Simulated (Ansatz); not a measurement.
Is this In₄Sb₃As structure stable?

The cell was found from a structure generator's guess, not taken from experiment.

The calculation used DFT PBE, scalar-relativistic, plane waves, PAW in Ansatz 0.2.0. Settings of the last relaxation (8-atom cell): 420 eV, 8×8×4 k points, Gaussian smearing of 0.10 eV, no spin polarisation.

```
In Sb As
1.0
     4.61669    0.00000    0.00000
     0.00000    4.61669    0.00000
     0.00000    0.00000   13.02961
In Sb As
4 3 1
Direct
  0.50000 0.00000 0.62932
  0.00000 0.50000 0.88731
  0.50000 0.00000 0.11269
  0.00000 0.50000 0.37068
  0.50000 0.50000 0.24177
  0.00000 0.00000 0.50000
  0.50000 0.50000 0.75823
  0.00000 0.00000 0.00000
```

The zero of energy is the elements' standard structures at the same level; no fitted shifts are applied.

Task: These tests were run: energy against the elements; phonons on a 2×2×1 q mesh. What do they show?

Result:

```tsv
test	result
energy against the elements	−0.14 eV/atom
phonons on a 2×2×1 q mesh	no imaginary mode on the mesh, but the interpolation dips to 15i cm⁻¹ between its points
```

It fails none of these tests outright. Other phases of the system weren't compared here, so this isn't yet thermodynamic stability. Undecided: phonons on a 2×2×1 q mesh (too near zero for this accuracy).

These runs have no spin–orbit coupling, which can matter for Sb. The reference form of As is held partly by dispersion forces, which this level lacks. The run for the phonons used an 8×8×4 k mesh and Fermi–Dirac smearing of 0.15 eV.
